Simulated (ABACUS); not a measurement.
## A series of runs on Ti (P6/mmm, 3 atoms in the cell; from Materials Project mp-72, lattice scaled a little)

```
Ti
1.0
    4.65552     0.00000     0.00000
   -2.32776     4.03180     0.00000
    0.00000     0.00000     2.88079
Ti
3
Direct
  0.00000   0.00000   0.00000
  0.33333   0.66667   0.50000
  0.66667   0.33333   0.50000
```

Base run A: PBEsol, PseudoDojo 0.4 standard norm-conserving PBEsol (tails mended) pseudopotentials run with ABACUS, self-consistent single point.

Its settings: KPT = Gamma 8 8 11 0 0 0; basis_type = pw; dft_functional = PBESOL; ecutwfc = 84 Ry; smearing_method = fd; smearing_sigma = 0.00734986 Ry; potentials = PseudoDojo 0.4 standard norm-conserving PBEsol (tails mended); symmetry = 1; symmetry_prec = 1e-05; ks_solver = dav_subspace; scf_nmax = 100; scf_thr = 1.0e-09 Ry; mixing_type = broyden; mixing_beta = 0.7.

The structure comes from a collection of computed structures, made at another level of theory; the collection holds predicted forms beside known ones. Its lattice was then scaled.

ΔF is the free energy per atom less that of run A. 

| run | change | ΔF (meV/atom) | pressure (GPa) |
|---|---|---|---|
| A | base | 0.00 | -9.04 |
| B | volume scaled by 0.94 | -41.9 | -3.09 |
| C | volume scaled by 0.96 | -32.4 | -5.28 |
| D | volume scaled by 0.98 | -18.3 | -7.25 |
| E | volume scaled by 0.99 | -9.7 | -8.17 |
| F | volume scaled by 1.01 | 10.6 | -9.87 |
| G | volume scaled by 1.02 | 22.2 | -10.65 |
| H | volume scaled by 1.04 | 47.8 | -12.11 |
| I | volume scaled by 1.06 | 76.5 | -13.42 |

Run G against A: The free energy rises by 22.2 meV/atom and the pressure goes from -9.04 to -10.65 GPa.

Run H against A: The free energy goes up by 47.8 meV/atom and the pressure goes from -9.04 to -12.11 GPa.

“Tails mended”: in these copies of the files the far tail of each local potential was reset to the Coulomb form.
